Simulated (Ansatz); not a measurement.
Relaxation of a relaxed Ta cell, doubled along one cell vector, shaken by Gaussian noise of σ = 0.08 Å a coordinate; 2 atoms in the cell, which starts as P-1 (No. 2), aP2; a = b = 2.7261 Å, c = 5.4522 Å, α = β = γ = 90.00°. All values below come from r2SCAN (plane waves to 500 eV, PAW, scalar-relativistic; Ansatz, a quantum-chemistry and plane-wave program). Γ-centred k-mesh 6×12×12 on the run's cell (coarser than for final values), Fermi–Dirac smearing 0.05 eV. This is the first round of the run. 

The optimiser's lines from the output (shortened; P is positive under compression):

```
relax step   1: F+E_penalty+E_count = -19888.00893717 eV  Δ(F+E_penalty+E_count) = +0.000e0 eV  max|allowed force component| = 1.563e-1 eV/Å  Δτ_max = 0.0000 Å  P = -0.267 GPa  Ω = 40.518 Å³  (8 SCF iters, dr2 threshold 1.00e-7 eV, accepted)
relax step   2: F+E_penalty+E_count = -19888.22126785 eV  Δ(F+E_penalty+E_count) = -2.123e-1 eV  max|allowed force component| = 7.667e-1 eV/Å  Δτ_max = 0.1891 Å  P = -0.582 GPa  Ω = 40.192 Å³  (8 SCF iters, dr2 threshold 2.00e-7 eV, accepted)
relax step   3: F+E_penalty+E_count = -19888.59161064 eV  Δ(F+E_penalty+E_count) = -3.703e-1 eV  max|allowed force component| = 8.206e-1 eV/Å  Δτ_max = 0.1944 Å  P = -1.047 GPa  Ω = 39.578 Å³  (7 SCF iters, dr2 threshold 2.00e-7 eV, accepted)
relax step   4: F+E_penalty+E_count = -19888.96219229 eV  Δ(F+E_penalty+E_count) = -3.706e-1 eV  max|allowed force component| = 6.348e-1 eV/Å  Δτ_max = 0.1974 Å  P = +0.920 GPa  Ω = 38.576 Å³  (8 SCF iters, dr2 threshold 2.00e-7 eV, accepted)
relax step   5: F+E_penalty+E_count = -19889.24483815 eV  Δ(F+E_penalty+E_count) = -2.826e-1 eV  max|allowed force component| = 1.102e0 eV/Å  Δτ_max = 0.1950 Å  P = +3.031 GPa  Ω = 37.679 Å³  (7 SCF iters, dr2 threshold 2.00e-7 eV, accepted)
relax step   6: F+E_penalty+E_count = -19889.68805826 eV  Δ(F+E_penalty+E_count) = -4.432e-1 eV  max|allowed force component| = 1.150e0 eV/Å  Δτ_max = 0.1951 Å  P = +2.386 GPa  Ω = 36.830 Å³  (8 SCF iters, dr2 threshold 2.00e-7 eV, accepted)
relax step   7: F+E_penalty+E_count = -19889.94215799 eV  Δ(F+E_penalty+E_count) = -2.541e-1 eV  max|allowed force component| = 7.070e-1 eV/Å  Δτ_max = 0.1950 Å  P = +6.874 GPa  Ω = 35.676 Å³  (7 SCF iters, dr2 threshold 2.00e-7 eV, accepted)
relax step   8: F+E_penalty+E_count = -19889.97039512 eV  Δ(F+E_penalty+E_count) = -2.824e-2 eV  max|allowed force component| = 3.990e-1 eV/Å  Δτ_max = 0.1430 Å  P = -7.314 GPa  Ω = 38.329 Å³  (8 SCF iters, dr2 threshold 2.00e-7 eV, accepted)
relax step   9: F+E_penalty+E_count = -19890.08656737 eV  Δ(F+E_penalty+E_count) = -1.162e-1 eV  max|allowed force component| = 1.677e-1 eV/Å  Δτ_max = 0.0364 Å  P = -1.858 GPa  Ω = 37.000 Å³  (7 SCF iters, dr2 threshold 2.00e-7 eV, accepted)
relax step  10: F+E_penalty+E_count = -19890.20188522 eV  Δ(F+E_penalty+E_count) = -1.153e-1 eV  max|allowed force component| = 2.815e-2 eV/Å  Δτ_max = 0.0172 Å  P = +0.119 GPa  Ω = 36.388 Å³  (7 SCF iters, dr2 threshold 2.00e-7 eV, accepted)
relax step  11: F+E_penalty+E_count = -19890.28988956 eV  Δ(F+E_penalty+E_count) = -8.800e-2 eV  max|allowed force component| = 4.784e-2 eV/Å  Δτ_max = 0.0041 Å  P = +3.375 GPa  Ω = 35.595 Å³  (7 SCF iters, dr2 threshold 2.00e-7 eV, accepted)
relax step  12: F+E_penalty+E_count = -19890.33509343 eV  Δ(F+E_penalty+E_count) = -4.520e-2 eV  max|allowed force component| = 2.683e-3 eV/Å  Δτ_max = 0.0056 Å  P = +0.527 GPa  Ω = 36.015 Å³  (7 SCF iters, dr2 threshold 2.00e-7 eV, accepted)
relax step  13: F+E_penalty+E_count = -19890.34831224 eV  Δ(F+E_penalty+E_count) = -1.322e-2 eV  max|allowed force component| = 1.754e-3 eV/Å  Δτ_max = 0.0001 Å  P = +0.202 GPa  Ω = 36.064 Å³  (5 SCF iters, dr2 threshold 2.00e-7 eV, accepted)
relax step  14: F+E_penalty+E_count = -19890.34855732 eV  Δ(F+E_penalty+E_count) = -2.451e-4 eV  max|allowed force component| = 2.256e-4 eV/Å  Δτ_max = 0.0002 Å  P = -0.041 GPa  Ω = 36.107 Å³  (5 SCF iters, dr2 threshold 2.00e-7 eV, accepted)
relax step  15: F+E_penalty+E_count = -19890.34859710 eV  Δ(F+E_penalty+E_count) = -3.978e-5 eV  max|allowed force component| = 2.185e-4 eV/Å  Δτ_max = 0.0001 Å  P = +0.002 GPa  Ω = 36.099 Å³  (4 SCF iters, dr2 threshold 8.01e-8 eV, accepted)
relax step  16: F+E_penalty+E_count = -19890.34795085 eV  Δ(F+E_penalty+E_count) = +6.463e-4 eV  max|allowed force component| = 1.034e-4 eV/Å  Δτ_max = 0.0000 Å  P = +0.031 GPa  Ω = 36.099 Å³  stress off target by 6.46e-2 GPa  SCF on the basis re-selected at this cell (its energy is not comparable with the rows above)  (9 SCF iters)
relax step  17: F+E_penalty+E_count = -19890.34795210 eV  Δ(F+E_penalty+E_count) = -1.247e-6 eV  max|allowed force component| = 6.662e-5 eV/Å  Δτ_max = 0.0000 Å  P = +0.007 GPa  Ω = 36.103 Å³  (4 SCF iters, dr2 threshold 1.04e-8 eV, accepted)
relax step  18: F+E_penalty+E_count = -19890.34795178 eV  Δ(F+E_penalty+E_count) = +3.214e-7 eV  max|allowed force component| = 9.833e-5 eV/Å  Δτ_max = 0.0000 Å  P = -0.003 GPa  Ω = 36.105 Å³  (5 SCF iters, accepted)
relax step  19: F+E_penalty+E_count = -19890.34795296 eV  Δ(F+E_penalty+E_count) = -1.184e-6 eV  max|allowed force component| = 9.762e-5 eV/Å  Δτ_max = 0.0000 Å  P = -0.003 GPa  Ω = 36.105 Å³  stress off target by 3.78e-3 GPa  SCF on the basis re-selected at this cell (its energy is not comparable with the rows above)  (3 SCF iters)
```

From the first to the last row the energy changes by -1.17 eV/atom and the volume by -10.9 %. The last row is marked as not comparable with the walk above it, whose basis was carried along; it does compare with step 1, since both stand on a basis selected at the nominal cutoff for their own cell.

Later rounds, restarted from the end of this one on a renewed k-mesh, logged 10 more steps and released under 0.01 eV/atom more. The final structure after all rounds: Im-3m (No. 229), cI2, bcc (W type); a = b = c = 3.3051 Å, α = β = γ = 90.00°. Between re-selections the logged energies stand on a plane-wave basis carried along with the cell. No spin polarisation in the result.

The run could not lose the symmetry of its start.

Of the parent cell (Pm-3m (No. 221)): it is a generated cell of Ta: the first start was made by placing the elements on the sites of a structure type, and the end was not matched to a known phase here, so it may be hypothetical. Known forms of Ta include space group No. 229.
